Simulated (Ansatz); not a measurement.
Cu3Sb:
```cif
data_Cu3Sb
_chemical_formula_sum 'Sb1 Cu3'
_space_group_name_H-M_alt 'P6/mmm'
_space_group_IT_number 191
_space_group_name_Hall '-P 6 2'
_cell_length_a 4.47929
_cell_length_b 4.47929
_cell_length_c 4.88932
_cell_angle_alpha 90.000
_cell_angle_beta 90.000
_cell_angle_gamma 120.000
loop_
_atom_site_label
_atom_site_type_symbol
_atom_site_symmetry_multiplicity
_atom_site_Wyckoff_symbol
_atom_site_fract_x
_atom_site_fract_y
_atom_site_fract_z
_atom_site_occupancy
Sb1 Sb 1 a 0.00000 0.00000 0.00000 1
Cu1 Cu 1 b 0.00000 0.00000 0.50000 1
Cu2 Cu 2 c 0.33333 0.66667 0.00000 1
```

Relaxed at zero pressure with the program Ansatz at the r²SCAN level (PAW).

Problem. The volume is lowered by 3 % and shape and atoms relax at that volume. What pressure results, and how do the axes share the change?

Solution. 2.2 GPa; a -1.0 %, b -1.0 %, c -1.1 %; the energy rises by 4 meV/atom.

Problem. Give the new structure.

Solution. 
Space group P6/mmm (No. 191); a = b = 4.436 Å, c = 4.835 Å, α = β = 90.00°, γ = 120.00°

```csv
atom,site,symmetry,x,y,z
Sb,1a,6/mmm,0.0000,0.0000,0.0000
Cu,1b,6/mmm,0.0000,0.0000,0.5000
Cu,2c,-6m2,0.3333,0.6667,0.0000
```

The phase is kept; no other phase was compared at this pressure.

The start of the workflow was typed in or built on a structure type; neither database checked (COD, Materials Project) lists it. Its standing as an ambient phase is unchecked. Symmetry was held in the r²SCAN relaxation; whether a distortion lowers the energy is not shown. The run is not spin-polarised. Its formation energy is positive at this level, so the cell may be metastable or incomplete. Scalar-relativistic: spin–orbit coupling is off unless named, which matters more the heavier the elements.

Potentials: the earlier of the program's two PAW sets.
